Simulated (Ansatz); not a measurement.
CrAgS2 in space group R3m (No. 160; Cr on 3a, Ag on 3a, S on 3a, S on 3a), the program Ansatz at the PBEsol level (PAW), all energies at zero smearing, with the estimated change up to a 700 eV cutoff added, with one set of potentials and settings (totals compare only within such a set). Cell of 4 atoms (1 Cr, 1 Ag, 2 S): -12643.114 eV.

| element | reference phase | E (eV/atom) |
|---|---|---|
| Cr | Im-3m, 1 atoms in the cell | -3349.1978 |
| Ag | P6_3/mmc, 4 atoms in the cell | -7522.2452 |
| S | Fddd, 32 atoms in the cell | -884.8920 |

Formation energy per atom, worked out: (-12643.114 − 1×(-3349.1978) − 1×(-7522.2452) − 2×(-884.8920))/4 = -0.472 eV/atom (-46 kJ per mol of atoms), at 0 K, without zero-point energy or fitted corrections.

The workflow started from a Materials Project entry (that database holds measured and hypothetical structures alike); the Crystallography Open Database files this formula in space group No. 160, but the cells were not matched. Its standing as an ambient phase is unchecked. The PBEsol relaxation kept the symmetry of its start; whether a distortion lowers the energy is not shown. Magnetic state: ferromagnetic, chosen from 2 collinear starts compared on coarse meshes (ties went to the first, and starts can fall back to one state), not a proven ground state. No Hubbard U is applied. The references are the lowest solids computed at this level, not always the standard phases.

Potentials: the later of the program's two PAW sets.
